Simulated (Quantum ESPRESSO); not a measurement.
Space group Cmcm (No. 63); a = 3.731 Å, b = 10.974 Å, c = 3.792 Å, α = β = γ = 90.00°

| atom | site | symmetry | x | y | z |
|---|---|---|---|---|---|
| Cl | 4c | m2m | 0.0000 | 0.1354 | 0.2500 |
| Ag | 4c | m2m | 0.0000 | 0.3986 | 0.2500 |
(The calculation used a cell of 4 atoms; values per cell refer to that cell.)

The PBEsol cell relaxed from Materials Project entry mp-570858 was given a biaxial strain of +1 % along x and y, z relaxed, and the atoms were relaxed again.

What does PBEsol (Quantum ESPRESSO, PseudoDojo norm-conserving, 82 Ry, without SOC) give for the electronic structure near the Fermi level?

The PBEsol gap is indirect, 0.33 eV, from 88 % of the way from Γ to X to Γ; the smallest direct gap is 1.91 eV. Another valence extremum on the path lies within 0.02 eV, too close to call. Spin-orbit splittings are left out.

This is not the ordinary phase of the substance; no match was found in the copy of COD used, and its stability was not checked.

Letters of k points follow the standard setting of the lattice, whose axes may be ordered differently from the printed cell.
